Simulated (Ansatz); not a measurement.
**TiGa3**

Computed with Ansatz (plane waves, PAW, 420 eV cutoff): PBEsol, scalar-relativistic, no spin polarisation, 12×12×12 k-mesh, Gaussian smearing of 0.05 eV; PAW files: Ansatz's generated set soft_2.

```
Ti Ga
1.0
    -1.87294    1.87294    4.33722
     1.87294   -1.87294    4.33722
     1.87294    1.87294   -4.33722
Ti Ga
1 3
Direct
  0.00000 0.00000 0.00000
  0.50000 0.50000 0.00000
  0.75000 0.25000 0.50000
  0.25000 0.75000 0.50000
```

The chain of runs began from a cell as deposited in COD, expanded in volume.

Cell and atoms are those of this level's equilibrium.

Path: Γ–X–P–N–Γ–M–S | S0–Γ | X–R | G–M, with Γ = (0.000, 0.000, 0.000), X = (0.000, 0.000, 0.500), P = (0.250, 0.250, 0.250), N = (0.000, 0.500, 0.000), M = (0.500, 0.500, -0.500), S = (0.297, 0.703, -0.297), S0 = (-0.297, 0.297, 0.297), R = (-0.093, 0.093, 0.500), G = (0.500, 0.500, -0.093) in reciprocal vectors of the calculation's cell.

Question: Is it a metal or an insulator, and if it has a gap, where are the band edges on this path?

Answer: A metal: bands cross the Fermi level.

Levels between -3 and 5 eV from the Fermi level at the path's named points:
| point | below E_F (eV) | above E_F (eV) |
| --- | --- | --- |
| Γ | -1.31 -1.31 -1.23 | 0.64 1.17 2.19 2.19 3.23 3.58 3.58 3.92 |
| X | -2.56 -1.11 | 1.83 2.04 2.58 2.71 3.24 3.46 |
| P | -2.09 -2.09 -1.71 | 1.40 1.83 2.45 2.66 2.66 3.56 |
| N | -1.20 -0.34 | 0.55 1.69 2.72 2.88 3.17 4.51 4.62 4.73 |
| M | -2.07 -1.19 -1.19 -0.12 | 0.94 0.94 1.18 3.29 4.40 |
| S and S0 | -1.22 -0.88 -0.71 | 0.66 1.47 1.66 2.44 3.22 4.75 |
| R and G | -2.62 -1.78 -0.97 | 1.53 2.03 2.32 3.03 3.70 4.14 |

With 51 valence electrons in the calculation's cell and no magnetic order, the bands, two electrons each, can't all be full or empty: band theory demands a metal. (Only strong correlation, outside this picture, could make a Mott insulator of it.)
